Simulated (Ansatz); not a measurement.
**TiCo3 (Pm-3m): electronic heat capacity from the density of states**

The calculation used Ansatz 0.2.0, DFT PBEsol, scalar-relativistic, plane waves, PAW.

Plane waves to 420 eV, a k mesh through Γ of 12×12×12 on the computed 4-atom cell and Gaussian smearing (0.10 eV); collinear spin from starting moments 0 0.3 0.3 0.3 μB.

Relaxed cell: Pm-3m, a = 3.528 Å, b = 3.528 Å, c = 3.528 Å, α = 90.00°, β = 90.00°, γ = 90.00°, 4 atoms in the primitive cell. Whether it is the stable form of this composition wasn't checked.

The density of states at the Fermi level is 5.238 states/eV in the cell of 4 atoms (1 formula unit; both spins, tetrahedra on a 18×18×18 mesh). The run ends with a moment of 0.70 μB a cell (largest on a site 0.27 μB), and the figure is for this state; a paramagnetic sample can have a quite different one.

Problem. What Sommerfeld coefficient does this give?

Solution. Per formula unit N(E_F) = 5.238 states/eV. γ = (π²/3) k_B² N(E_F) N_A = 2.357 mJ/(mol K²) per state/eV, so γ = 12.3 mJ/(mol K²), a mole of formula units. This is the bare band result: a measured γ of the same phase and magnetic order is as a rule larger by a factor 1 + λ from phonons and spin fluctuations. N(E_F) at one energy is sensitive to the mesh where the density of states has sharp peaks.

Only this magnetic start was tried.

Cost: 1 run of about 1.5 core-minutes, on Arm Neoverse V1 (shared hosts).